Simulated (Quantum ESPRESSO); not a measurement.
## Calculated data, CaMgZn₂O₄ (made-up cell)

Computed with Quantum ESPRESSO 7.5. Calculation on a made-up crystal cell, not a measurement: periodic Kohn-Sham density functional theory in plane waves with PseudoDojo standard norm-conserving scalar-relativistic pseudopotentials, each functional with its own files (v0.5 for PBE, v0.4.1 for LDA and PBEsol), no spin polarisation, no spin-orbit coupling, atoms not relaxed, stress positive in tension, energies less a fixed whole-eV offset for each atom's element; levels are Kohn-Sham levels at fractions of this cell's reciprocal vectors, counted from the reference band (half the neutral cell's valence electrons, rounded up) at Gamma; error bars cover cutoff and k-mesh only, not smearing or the files; added strain carries the atoms with the cell, and shear is the tensor component; each bar is the largest change over components, and at least 0.002 eV, 0.002 eV per angstrom or 0.02 GPa; energies are for the whole cell, and the offsets were chosen from early runs and are not element reference energies.

Settings shared by all entries: lattice type rocksalt; functional pbe; cutoff 1143 eV; fermi dirac smearing 0.025 eV; scf tolerance 1e-07 eV; electrons removed 0; k mesh 4 x 4 x 4, shifted by half a step.

(1) CaMgZn₂O₄ (made-up cell)

```
CaMgZn2O4
1.0
      4.4694    -0.0194    -0.0104
     -0.0194     4.3900     0.0654
     -0.0104     0.0654     4.3630
Ca Zn Mg Zn O
1 1 1 1 4
Direct
  0.01610 0.00534 0.02542
  -0.00377 0.49113 0.49043
  0.53442 -0.03498 0.48209
  0.49020 0.47805 -0.00522
  0.48724 0.00104 0.00291
  0.48462 0.49887 0.52817
  1.01917 0.01188 0.50342
  1.02703 0.48893 0.00974
```

* free energy less offsets: 1.324 eV
* smearing term minus ts: 0 eV
* scf iterations: 12
* pressure: 8.745 GPa
* stress xx: -6.499 GPa
* stress yy: -9.13 GPa
* stress zz: -10.6 GPa
* stress yz: 2.886 GPa
* stress xz: 0.2611 GPa
* stress xy: -0.824 GPa
* error bar energy: 0.002 eV
* error bar stress: 0.03675 GPa
* error bar force: 0.009585 eV/Å
* error bars from: tighter rerun of a related cell

Atoms:
```
atoms element  atom site  atom energy offset (eV)
           Ca          1                    -1055
           Zn          2                    -5687
           Mg          3                    -1617
           Zn          4                    -5687
            O          5                     -452
            O          6                     -452
            O          7                     -452
            O          8                     -452
```

Forces:
```
site  x (eV/Å)  y (eV/Å)  z (eV/Å)
   1     -1.12    -1.103    -1.948
   2    0.3229  -0.05454    0.4743
   3   -0.7857    0.6557    0.8892
   4    0.1178    0.1779   0.04838
   5     2.036   -0.3144    0.2433
   6    0.8536  -0.02695   -0.7981
   7   -0.7391   -0.4788     1.046
   8   -0.6855     1.145   0.04473
```

(2) CaMgZn₂O₄ (made-up cell)

```
CaMgZn2O4
1.0
      4.4694    -0.0194    -0.0104
     -0.0194     4.3900     0.0654
     -0.0104     0.0654     4.3630
Ca Zn Mg Zn O
1 1 1 1 4
Direct
  0.01610 0.00534 0.02542
  -0.00377 0.49113 0.49043
  0.53442 -0.03498 0.48209
  0.49023 0.48411 -0.00531
  0.48724 0.00104 0.00291
  0.48462 0.49887 0.52817
  1.01917 0.01188 0.50342
  1.02703 0.48893 0.00974
```

* free energy less offsets: 1.321 eV
* smearing term minus ts: 0 eV
* scf iterations: 12
* pressure: 8.66 GPa
* stress xx: -6.461 GPa
* stress yy: -8.871 GPa
* stress zz: -10.65 GPa
* stress yz: 2.839 GPa
* stress xz: 0.2627 GPa
* stress xy: -0.8209 GPa
* error bar energy: 0.002 eV
* error bar stress: 0.03675 GPa
* error bar force: 0.009585 eV/Å
* error bars from: tighter rerun of a related cell

Atoms:
```
atoms element  atom site  atom energy offset (eV)
           Ca          1                    -1055
           Zn          2                    -5687
           Mg          3                    -1617
           Zn          4                    -5687
            O          5                     -452
            O          6                     -452
            O          7                     -452
            O          8                     -452
```

Forces:
```
site  x (eV/Å)  y (eV/Å)  z (eV/Å)
   1    -1.114    -1.048    -1.948
   2    0.3222  -0.06707    0.4756
   3   -0.7852    0.7016    0.8841
   4    0.1135   0.06572   0.05708
   5     2.037   -0.3048    0.2398
   6    0.8533  -0.01924   -0.7998
   7   -0.7395   -0.4831     1.046
   8   -0.6872     1.155   0.04494
```

(3) CaMgZn₂O₄ (made-up cell)

```
CaMgZn2O4
1.0
      4.4694    -0.0194    -0.0104
     -0.0194     4.3900     0.0654
     -0.0104     0.0654     4.3630
Ca Zn Mg Zn O
1 1 1 1 4
Direct
  0.01610 0.00534 0.02542
  -0.00377 0.49113 0.49043
  0.53442 -0.03498 0.48209
  0.49024 0.48742 -0.00536
  0.48724 0.00104 0.00291
  0.48462 0.49887 0.52817
  1.01917 0.01188 0.50342
  1.02703 0.48893 0.00974
```

* stress xy: ?

Atoms:
```
atoms element  atom site  atom energy offset (eV)
           Ca          1                    -1055
           Zn          2                    -5687
           Mg          3                    -1617
           Zn          4                    -5687
            O          5                     -452
            O          6                     -452
            O          7                     -452
            O          8                     -452
```

(4) CaMgZn₂O₄ (made-up cell)

```
CaMgZn2O4
1.0
      4.4694    -0.0194    -0.0104
     -0.0194     4.3900     0.0654
     -0.0104     0.0654     4.3630
Ca Zn Mg Zn O
1 1 1 1 4
Direct
  0.01610 0.00534 0.02542
  -0.00377 0.49113 0.49043
  0.53442 -0.03498 0.48209
  0.49031 0.50328 -0.00560
  0.48724 0.00104 0.00291
  0.48462 0.49887 0.52817
  1.01917 0.01188 0.50342
  1.02703 0.48893 0.00974
```

* stress yy: ?
* pressure: ?
* stress zz: ?
* stress yz: ?

Atoms:
```
atoms element  atom site  atom energy offset (eV)
           Ca          1                    -1055
           Zn          2                    -5687
           Mg          3                    -1617
           Zn          4                    -5687
            O          5                     -452
            O          6                     -452
            O          7                     -452
            O          8                     -452
```

(5) CaMgZn₂O₄ (made-up cell)

```
CaMgZn2O4
1.0
      4.4694    -0.0194    -0.0104
     -0.0194     4.3900     0.0654
     -0.0104     0.0654     4.3630
Ca Zn Mg Zn O
1 1 1 1 4
Direct
  0.01610 0.00534 0.02542
  -0.00377 0.49113 0.49043
  0.53442 -0.03498 0.48209
  0.49037 0.51754 -0.00581
  0.48724 0.00104 0.00291
  0.48462 0.49887 0.52817
  1.01917 0.01188 0.50342
  1.02703 0.48893 0.00974
```

* stress xy: ?
* stress yy: ?

Atoms:
```
atoms element  atom site  atom energy offset (eV)
           Ca          1                    -1055
           Zn          2                    -5687
           Mg          3                    -1617
           Zn          4                    -5687
            O          5                     -452
            O          6                     -452
            O          7                     -452
            O          8                     -452
```

**Q.** CaMgZn₂O₄ (made-up cell) (entry 3): stress xy?
**A.** -0.8196 GPa

**Q.** Give the missing stress yy for CaMgZn₂O₄ (made-up cell) (entry 4).
**A.** -8.542 GPa

**Q.** Give the missing pressure for CaMgZn₂O₄ (made-up cell) (entry 4).
**A.** 8.563 GPa

**Q.** Estimate the stress zz of CaMgZn₂O₄ (made-up cell) (entry 4).
**A.** -10.79 GPa

**Q.** CaMgZn₂O₄ (made-up cell) (entry 4): stress yz?
**A.** 2.691 GPa

**Q.** CaMgZn₂O₄ (made-up cell) (entry 5): stress xy?
**A.** -0.8049 GPa

**Q.** What stress yy does the calculation give for CaMgZn₂O₄ (made-up cell) (entry 5)?
**A.** -8.77 GPa

Further results for CaMgZn₂O₄ (made-up cell) (entry 3):

- free energy less offsets: 1.32 eV
- smearing term minus ts: 0 eV
- scf iterations: 12
- pressure: 8.625 GPa
- stress xx: -6.44 GPa
- stress yy: -8.763 GPa
- stress zz: -10.67 GPa
- stress yz: 2.814 GPa
- stress xz: 0.2636 GPa
- error bar energy: 0.002 eV
- error bar stress: 0.03675 GPa
- error bar force: 0.009585 eV/Å
- error bars from: tighter rerun of a related cell

Forces:
```
site  x (eV/Å)  y (eV/Å)  z (eV/Å)
   1    -1.111    -1.017    -1.948
   2    0.3218  -0.07393    0.4763
   3   -0.7848    0.7265    0.8814
   4    0.1108   0.00911   0.06086
   5     2.037   -0.3036     0.238
   6    0.8531  -0.01515      -0.8
   7   -0.7397   -0.4854     1.046
   8   -0.6876      1.16   0.04503
```

Further results for CaMgZn₂O₄ (made-up cell) (entry 4):

- free energy less offsets: 1.328 eV
- smearing term minus ts: 0 eV
- scf iterations: 12
- stress xx: -6.354 GPa
- stress xz: 0.2684 GPa
- stress xy: -0.8138 GPa
- error bar energy: 0.002 eV
- error bar stress: 0.03675 GPa
- error bar force: 0.009585 eV/Å
- error bars from: tighter rerun of a related cell

Forces:
```
site  x (eV/Å)  y (eV/Å)  z (eV/Å)
   1    -1.101   -0.8708    -1.947
   2    0.3203   -0.1065    0.4796
   3   -0.7817    0.8452    0.8691
   4   0.09495   -0.2406   0.06958
   5      2.04   -0.3189    0.2306
   6    0.8527  0.004158   -0.7943
   7   -0.7401   -0.4973     1.047
   8   -0.6846     1.185   0.04525
```

Further results for CaMgZn₂O₄ (made-up cell) (entry 5):

- free energy less offsets: 1.351 eV
- smearing term minus ts: 0 eV
- scf iterations: 12
- pressure: 8.658 GPa
- stress xx: -6.292 GPa
- stress zz: -10.91 GPa
- stress yz: 2.581 GPa
- stress xz: 0.2738 GPa
- error bar energy: 0.002 eV
- error bar stress: 0.03675 GPa
- error bar force: 0.009585 eV/Å
- error bars from: tighter rerun of a related cell

Forces:
```
site  x (eV/Å)  y (eV/Å)  z (eV/Å)
   1    -1.097   -0.7384    -1.944
   2    0.3192   -0.1341    0.4824
   3   -0.7773    0.9507    0.8587
   4   0.07641   -0.4724   0.06373
   5     2.041   -0.3269    0.2265
   6    0.8526   0.02223   -0.7798
   7     -0.74   -0.5083     1.048
   8   -0.6746     1.207   0.04514
```
